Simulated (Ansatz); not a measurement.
Ag$_{2}$O in space group Pn-3m (No. 224; Ag on 4c, O on 2a) at seven volumes, PBE (plane waves, PAW; program Ansatz), scaled uniformly. One row is withheld.

| V (Å³/atom) | P (GPa) |
|---|---|
| 16.901 | 8.45 |
| 17.458 | ? |
| 18.015 | 2.31 |
| 18.573 | -0.01 |
| 19.130 | -1.92 |
| 19.687 | -3.51 |
| 20.244 | -4.82 |

Q: Fit the shown pressures and predict the withheld one.

A: P = (3/2)B₀(x^(7/2) − x^(5/2))[1 + (3/4)(B′ − 4)(x − 1)] with x = (V₀/V)^(2/3). Least squares on the six rows gives V₀ = 18.571 Å³/atom, B₀ = 70.0 GPa, B′ = 5.24. At V = 17.458, x = 1.0421 and P = 5.09 GPa. The run itself gave 5.09 GPa.

The cell was relaxed with PBE under the symmetry of its start. The run is not spin-polarised.

Potentials: the later of the program's two PAW sets.
